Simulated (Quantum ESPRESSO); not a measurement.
## Electric field gradients in Ca$_{4}$TeSe$_{3}$ (changed cell)

```xyz
8
Lattice="6.0787 0.0000 0.0000 0.0000 6.0787 0.0000 0.0000 0.0000 6.0787" Properties=species:S:1:pos:R:3 pbc="T T T"
Ca     0.0000     0.0000     0.0000
Te     3.0393     0.0000     0.0000
Ca     0.0000     3.0393     3.0393
Se     3.0393     3.0393     3.0393
Ca     3.0393     0.0000     3.0393
Se     0.0000     0.0000     3.0393
Ca     3.0393     3.0393     0.0000
Se     0.0000     3.0393     0.0000
```
The cell was made here from a computed Materials Project entry: one of 4 Se replaced by Te, cell and atoms relaxed (PBE without dispersion, pw.x of a modified build of Quantum ESPRESSO, symmetry kept). The parent is CaSe in Fm-3m; whether this form has been observed was not checked. The swapped cell is a model, not a known phase. Stability against distortions was not tested.

Computed: field gradients by the PAW reconstruction of the field gradient on a scalar-relativistic PBE ground state (Quantum ESPRESSO, JTH datasets), 20 Ha, k-mesh 4×4×4 through Γ.

```tsv
site	site symmetry	Vzz (10²¹ V/m²)	η_Q	∣C_Q∣ (MHz)
Ca1 (atoms 1, 5, 7)	4/mmm	-0.69	0.00	0.68 (⁴³Ca)
Te (atom 2)	m-3m	0	–	–
Ca2 (atom 3)	m-3m	0	–	0 (⁴³Ca)
Se (atoms 4, 6, 8)	4/mmm	under 0.2	–	–
```

Quadrupole moments taken as inputs (sizes, barn, from the tables of PySCF and pymatgen): ⁴³Ca 0.0408.

Convention: |Vzz| is the largest principal value, η_Q = (Vxx − Vyy)/Vzz, |C_Q| = |eQVzz/h|. Cores are frozen. Ca had no test against all-electron runs.
